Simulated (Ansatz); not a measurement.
Consider the following.

C2CuSe2:
```
CELL_PARAMETERS angstrom
      9.13096     0.00000     0.00000
     -4.56548     7.90764     0.00000
      0.00000     0.00000     3.68509
ATOMIC_POSITIONS crystal
  C  0.17765 0.08883 0.00000
  C  0.91117 0.08883 0.00000
  C  0.91117 0.82235 0.00000
  C  0.82235 0.91117 0.00000
  C  0.08883 0.91117 0.00000
  C  0.08883 0.17765 0.00000
  Se 0.41516 0.20758 0.00000
  Se 0.79242 0.20758 0.00000
  Se 0.79242 0.58484 0.00000
  Se 0.58484 0.79242 0.00000
  Se 0.20758 0.79242 0.00000
  Se 0.20758 0.41516 0.00000
  Cu 0.50000 0.00000 0.00000
  Cu 0.00000 0.50000 0.00000
  Cu 0.50000 0.50000 0.00000
```

This is the r²SCAN+D4-relaxed structure.

### Question
All from DFT-r²SCAN+D4 in the program Ansatz with PAW potentials, unless another level is named. Predict the electronic character.

### Answer
metallic (no gap).

### Question
Predict the density of states at the Fermi level.

### Answer
0.19 states/eV per atom (mean over ±0.08 eV).

### Question
Next, the formation energy from the elements (no fitted shifts)?

### Answer
0.23 eV/atom.

Space group P6/mmm. A made-up cell: these elements were put on the sites of a structure type; neither database checked (COD, Materials Project) lists it. Its standing as an ambient phase is unchecked. The r²SCAN+D4 relaxation kept the symmetry of its start. At this level the phase is mechanically unstable. No spin polarisation was allowed. With an odd number of electrons in the cell and no spin polarisation, the count alone makes it a metal. The references are the lowest solids computed at this level, not always the standard phases. Spin–orbit coupling is left out wherever it is not named.

Potentials: the later of the program's two PAW sets.
